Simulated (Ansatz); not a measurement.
Input and command of a plane-wave DFT calculation in Ansatz:

```yaml
crystal:
  lattice:
    - [2.9842829428, -0.0029496193, -0.0203969686]
    - [-1.4946959166, 2.6513589486, -0.0218804255]
    - [-0.0434323086, -0.078874434, 6.5674814624]
  atoms:
    - { symbol: Ta, position: [0.2722165784, 0.6463285429, 0.2243701599] }
    - { symbol: Ta, position: [0.6686669429, 0.3429478768, 0.7941070142] }
    - { symbol: C, position: [0.0198381127, 1.0128954244, -0.0018468117] }
    - { symbol: C, position: [0.4062735669, 0.7126124174, 0.5379929638] }
    - { symbol: C, position: [0.6330047991, 0.2852157385, 0.4453766738] }
basis:
  ecutwfc: 420
kpoints:
  mp_grid: { grid: [12, 12, 4] }
hamiltonian:
  xc: pbe
scf:
  occupations: { method: gaussian, width: 0.1 }
output:
  forces: true
  stress: true
  eigenvalues: true
relax:
  adjacent_minimum: "off"
  f_tol: 0.015
  max_steps: 120
  cell: { stress_tol: 0.15 }
```

```bash
ansatz run input.yaml --threads 1 --pin off --max-ram 2560MiB --backend cpu --events-out ev --progress --plain --runs-dir out
```

Processor: Intel(R) Xeon(R) 6975P-C (Granite Rapids), 1 thread, on a host shared with other jobs.

Question: Estimate time, memory and problem size.

Answer: About 4.3 min on 1 thread of Intel(R) Xeon(R) 6975P-C (Granite Rapids), on a shared host, peak memory 0.68 GiB. It solves 24 bands at 292 k points (the mesh reduced by the symmetry that the task leaves, which can be less than the crystal's) with about 1061 plane waves (on the last cell), in 83 SCF iterations over 14 ionic steps.
